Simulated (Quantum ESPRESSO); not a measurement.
# Planted mistakes on one cell of Y2MgF8

The results below are calculated, not measured. They come from pw.x of Quantum ESPRESSO 7.5, a plane-wave density functional program, with PseudoDojo standard norm-conserving files (v0.5 for PBE, v0.4.1 for LDA and PBEsol). The cells are made up: elements, strain and atom displacements were drawn at random, and nothing was relaxed. There is no spin polarisation, spin-orbit coupling or dispersion term.

The cell has 12 sites of a fluorite lattice. Sites 1 to 4 hold Y Mg empty Y; sites 5 to 12 hold F F F F F F F F. Cell vectors in Å: (5.208, 0.000, 0.000); (0.000, 5.208, 0.000); (0.000, 0.000, 5.208). Settings: PBE, cutoff 1143 eV, 4 x 4 x 4 k mesh shifted by half a step, Fermi-Dirac smearing of 0.025 eV.

The intended run has a self-consistency threshold of 1e-07 eV, a smearing term of 0.000 eV, a pressure of 7.66 GPa and 11 iterations. Each further run changes one thing: all lengths scaled by 1.0076; atoms of sites 1 and 2 exchanged; cutoff 595 eV; files of PBEsol; one electron removed; threshold 0.4 eV. A coarse mesh keeps the shift, and a charged cell sits in a uniform background.

| run | change of free energy (eV) | smearing term -TS (eV) | change of P (GPa) | largest change of a force component (eV/Å) | iterations |
| --- | --- | --- | --- | --- | --- |
| A | -0.015 | 0.000 | -1.15 | 1.754 | 11 |
| B | 0.103 | 0.000 | -7.67 | 0.237 | 3 |
| C | 32.771 | 0.000 | -150.94 | 0.412 | 10 |
| D | 23.938 | 0.000 | -4.36 | 0.218 | 11 |
| E | -3.561 | -0.016 | -12.07 | 0.378 | 19 |
| F | -0.126 | 0.000 | -2.89 | 0.215 | 11 |

A rerun of the intended cell at 1437 eV and k mesh 6 x 6 x 6 moved values by no more than 0.004 eV in the cell's energy, 0.02 GPa in stress and 0.002 eV/Å in force.

Question: which change belongs to which run?

## Worked reading

Run B has the fewest iterations, as a run stopped early does. Run C has a higher energy and the largest fall in pressure, as too small a basis gives. Run F changes the volume by a factor of 1.0230; minus its pressure change over the logarithm of that factor, 127 GPa, is a rough bulk modulus with clamped atoms. Energies from files of another functional, or of a charged cell, have another zero and say nothing on stability; the pressure of a charged cell rests on the program's zero of potential too.

## Key

| run | change |
| --- | --- |
| A | atoms of sites 1 and 2 exchanged |
| B | threshold 0.4 eV |
| C | cutoff 595 eV |
| D | files of PBEsol |
| E | one electron removed |
| F | all lengths scaled by 1.0076 |